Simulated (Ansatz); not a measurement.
Computed with Ansatz (plane waves, PAW, 420 eV cutoff): PBEsol, scalar-relativistic, no spin polarisation, Γ-centred 12×12×6 mesh, 0.05 eV Gaussian smearing. The datasets are Ansatz's generated set soft_2.

A compound XP2 has these computed properties.

* Space group: P-3m1 (No. 164)
* Conventional cell: a = 3.048 Å, b = 3.048 Å, c = 5.097 Å, α = 90.00°, β = 90.00°, γ = 120.00°
* Volume: 13.67 Å³/atom
* Band gap: zero (metallic)
* Density of states at the Fermi level: 0.46 states/(eV·atom)
* Formation energy from the elements (0 K, uncorrected): -0.22 eV/atom

Sites: X on 1a, P on 2d.

Question: Which element is X?
A. Re
B. Ir
C. Ta
D. Os

Answer: A. X is Re, so the compound is ReP2.

The start was a prototype's sites filled with these elements, not a measured cell.

These numbers lack spin–orbit coupling. The cell is a metal with an odd number of electrons, and spin polarisation wasn't tried.
